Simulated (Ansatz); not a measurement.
Here is the system:

GaN:
```cif
data_GaN
_chemical_formula_sum 'Ga1 N1'
_space_group_name_H-M_alt 'P 1'
_space_group_IT_number 1
_cell_length_a 3.15029
_cell_length_b 3.15029
_cell_length_c 3.15029
_cell_angle_alpha 60.000
_cell_angle_beta 60.000
_cell_angle_gamma 60.000
loop_
_space_group_symop_operation_xyz
  'x, y, z'
loop_
_atom_site_label
_atom_site_type_symbol
_atom_site_fract_x
_atom_site_fract_y
_atom_site_fract_z
_atom_site_occupancy
Ga1 Ga 0.00000 0.00000 0.00000 1
N1 N 0.25000 0.25000 0.25000 1
```

This is the LDA-relaxed structure.

Q: All from the program Ansatz at the LDA level (PAW), unless another level is named. Estimate the electron effective mass.

A: 0.18 mₑ (isotropic).

Q: Predict the band gap.

A: 1.96 eV (direct).

Q: Next, the weight of the conduction-edge state by species (Voronoi cells)?

A: N 51 %, Ga 49 %.

Q: Predict the weight of the valence-edge state by species (Voronoi cells).

A: N 86 %, Ga 14 %.

Space group F-43m (zinc blende). Symmetry was held in the LDA relaxation; phonons on a q-mesh show no instability. Spin–orbit coupling is left out wherever it is not named.

Potentials: the earlier of the program's two PAW sets.
